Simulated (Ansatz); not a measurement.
WS$_{2}$:
```yaml
crystal:
  lattice:
    - [3.15412, 0.00000, 0.00000]
    - [-1.57706, 2.73155, 0.00000]
    - [0.00000, 0.00000, 12.13484]
  atoms:
    - { symbol: W, position: [0.33333, 0.66667, 0.25000] }
    - { symbol: W, position: [0.66667, 0.33333, 0.75000] }
    - { symbol: S, position: [0.33333, 0.66667, 0.62022] }
    - { symbol: S, position: [0.66667, 0.33333, 0.37978] }
    - { symbol: S, position: [0.66667, 0.33333, 0.12022] }
    - { symbol: S, position: [0.33333, 0.66667, 0.87978] }
```

PBE+D3(BJ) in the plane-wave PAW code Ansatz gives a gap of 0.88 eV without spin–orbit coupling, maximum at Γ, minimum on the K–Γ line, 48 % of the way from K.

Problem. What happens when spin–orbit coupling is switched on?

Solution. The gap drops by 0.04 eV, to 0.84 eV; maximum at Γ, minimum on the K–Γ line, 48 % of the way from K.

Problem. Give the electron effective mass with spin–orbit coupling.

Solution. 0.48, 0.51, 0.54 mₑ (principal values).

Problem. Give the hole effective mass with spin–orbit coupling.

Solution. 0.55, 0.55, 0.88 mₑ (principal values).

Space group P6_3/mmc. The cell was relaxed with PBE+D3(BJ) under the symmetry of its start. No spin polarisation was allowed.

Potentials: the earlier of the program's two PAW sets.
